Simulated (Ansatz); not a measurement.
ZnO:
Space group P6₃mc (No. 186); a = 3.1872 Å, b = 3.1872 Å, c = 5.1532 Å, α = 90.00°, β = 90.00°, γ = 120.00°

```json
[
 {"atom": "Zn", "site": "2b", "symmetry": "3m.", "x": "0.3333", "y": "0.6667", "z": "0.0010"},
 {"atom": "O", "site": "2b", "symmetry": "3m.", "x": "0.3333", "y": "0.6667", "z": "0.3793"}
]
```

Relaxed with LDA.

**Question.** Decompose the optical modes at the zone centre into irreducible representations, and say which are infrared and Raman allowed.

**Answer.** Point group 6mm: Γ_opt = A1 + 2B1 + E1 + 2E2. Infrared: A1, E1. Raman: A1, E1, E2.

**Question.** Assign frequencies (DFPT, LDA in the plane-wave PAW code Ansatz; without the LO–TO term).

**Answer.** E2 90, B1 261, A1 390, E1 408, E2 441, B1 553 cm⁻¹.

Subscripts of B labels follow the axes of the standard setting.

Space group P6_3mc (wurtzite). The cell was relaxed with LDA under the symmetry of its start.

Potentials: the earlier of the program's two PAW sets. The files were generated under PBE; for other functionals the program regenerates the frozen cores, and for LDA and PBEsol the local potential too.
